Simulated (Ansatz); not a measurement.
Sn₂Pt:
```
CELL_PARAMETERS angstrom
      0.00000     3.23829     3.23829
      3.23829     0.00000     3.23829
      3.23829     3.23829     0.00000
ATOMIC_POSITIONS crystal
  Sn 0.25000 0.25000 0.25000
  Sn 0.75000 0.75000 0.75000
  Pt 0.00000 0.00000 0.00000
```

Relaxed with r²SCAN. Special points in fractions of this cell's reciprocal vectors: Γ (0.000, 0.000, 0.000); X (0.500, 0.000, 0.500); U (0.625, 0.250, 0.625); K (0.375, 0.375, 0.750); L (0.500, 0.500, 0.500); W (0.500, 0.250, 0.750).

List the band energies nearest the Fermi level at these points for plane-wave PAW r²SCAN (Ansatz code).

In eV from the Fermi level; about four levels below and three above (degenerate sets whole), none deeper than 8.9 eV; points with the same levels are listed once.

```json
[
 {"k": "Γ", "below": "-5.43 -5.43 -5.43 -3.74 -3.74 -2.78", "above": "2.52 2.52 2.52"},
 {"k": "X", "below": "-3.62 -3.45 -3.45 -0.50", "above": "2.31 7.47 7.47"},
 {"k": "U", "below": "-4.12 -3.70 -3.06 -2.31", "above": "0.43 3.85 5.02"},
 {"k": "L", "below": "-3.68 -3.68 -0.67 -0.67", "above": "1.01 1.11 2.93 2.93"},
 {"k": "W", "below": "-3.77 -3.77 -3.61 -2.28", "above": "2.34 2.34 4.56"}
]
```

Space group Fm-3m (fluorite or antifluorite type). The workflow started from an entry of the Crystallography Open Database (COD). Whether it is the stable phase at ambient conditions was not checked. The r²SCAN relaxation kept the symmetry of its start; its stability against distortions is not shown here. No spin polarisation was allowed. Spin–orbit coupling is left out wherever it is not named.

Potentials: the later of the program's two PAW sets.
